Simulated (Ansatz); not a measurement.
TiSiB:
```
CELL_PARAMETERS angstrom
      1.64898    -6.59986     0.00000
      1.64898     6.59986     0.00000
      0.00000     0.00000     3.05501
ATOMIC_POSITIONS crystal
  Si 0.70186 0.29814 0.25000
  Si 0.29814 0.70186 0.75000
  B  0.46843 0.53157 0.75000
  B  0.53157 0.46843 0.25000
  Ti 0.09390 0.90610 0.75000
  Ti 0.90610 0.09390 0.25000
```

Relaxed with r²SCAN.

Q: Give the Bader charges and basin volumes of the independent atoms, r²SCAN in the plane-wave PAW code Ansatz.

A: 

```
atom  Bader charge (e)  Bader volume (Å³)
----  ----------------  -----------------
Si1              -0.41               14.8
B3               -0.97                9.6
Ti5              +1.39                8.9
```

Space group Cmcm. The start of the workflow was typed in or built on a structure type; neither database checked (COD, Materials Project) lists it. Its standing as an ambient phase is unchecked. The cell was relaxed with r²SCAN under the symmetry of its start; its stability against distortions is not shown here. No spin polarisation was allowed.

Potentials: the later of the program's two PAW sets.
